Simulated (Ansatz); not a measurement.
**Several inputs for TiH₈N₂F₆**

Cell: a Materials Project structure (computed, not necessarily an observed phase), atoms as given.

```cif
data_TiH8N2F6
_symmetry_space_group_name_H-M 'P-3m1'
_symmetry_Int_Tables_number 164
_cell_length_a 5.8783
_cell_length_b 5.8783
_cell_length_c 4.6241
_cell_angle_alpha 90.000
_cell_angle_beta 90.000
_cell_angle_gamma 120.000
loop_
_atom_site_label
_atom_site_type_symbol
_atom_site_symmetry_multiplicity
_atom_site_Wyckoff_symbol
_atom_site_fract_x
_atom_site_fract_y
_atom_site_fract_z
Ti Ti 1 a 0.0000 0.0000 0.0000
H2 H 2 d 0.3333 0.6667 0.0879
H4 H 6 i 0.2391 0.4783 0.3862
N N 2 d 0.3333 0.6667 0.3088
F F 6 i 0.1519 0.8481 0.7700
```

One atom of each set is listed.

Reference run. Method: Kohn–Sham DFT in Ansatz, PBE, plane waves and PAW, scalar-relativistic, 420 eV cutoff, Γ-centred 4×4×5 k-points, Fermi–Dirac smearing 0.02 eV.

It gives V_zz (10²¹ V/m²) F 4.42 (η 0.08), H2 3.26 (η 0.00), Ti 0.65 (η 0.00), among others. Each of these runs changes the input as listed (caps on SCF iterations aside):

A. accuracy: not typed → low; scf.convergence.dr2_threshold: not typed → 1e-08
B. accuracy: not typed → low; hamiltonian.hubbard: not typed → {sites: [{species: Ti, l: d, u_eff: 8.0}], double_counting: fll}; crystal.symmetry: not typed → {detect: false}

(1) Which of these changes matter for the gradients?

## Answers

(1) 

```json
{"run": "A", "F V_zz (η)": "4.42 (0.08)", "H2 V_zz (η)": "3.26 (0.00)", "Ti V_zz (η)": "0.65 (0.00)", "largest change of a gradient tensor, all atoms": "0.00", "note": "converged"}
{"run": "B", "F V_zz (η)": "6.33 (0.07)", "H2 V_zz (η)": "3.26 (0.00)", "Ti V_zz (η)": "0.70 (0.00)", "largest change of a gradient tensor, all atoms": "1.91", "note": "converged"}
```

Run B moves them most, on F (V_zz from 4.42 to 6.33).

Run B changes accuracy, hamiltonian.hubbard together, so the table can't tell their shares apart.

On the reference run: At this cell the principal stresses reach 5 GPa in size with PBE, which can matter for small gradients. The largest force is 0.3 eV/Å, so the atoms aren't at the calculated equilibrium and relaxing them would move these values. The lattice is static: at room temperature ammonium may turn and average the couplings of its hydrogen.
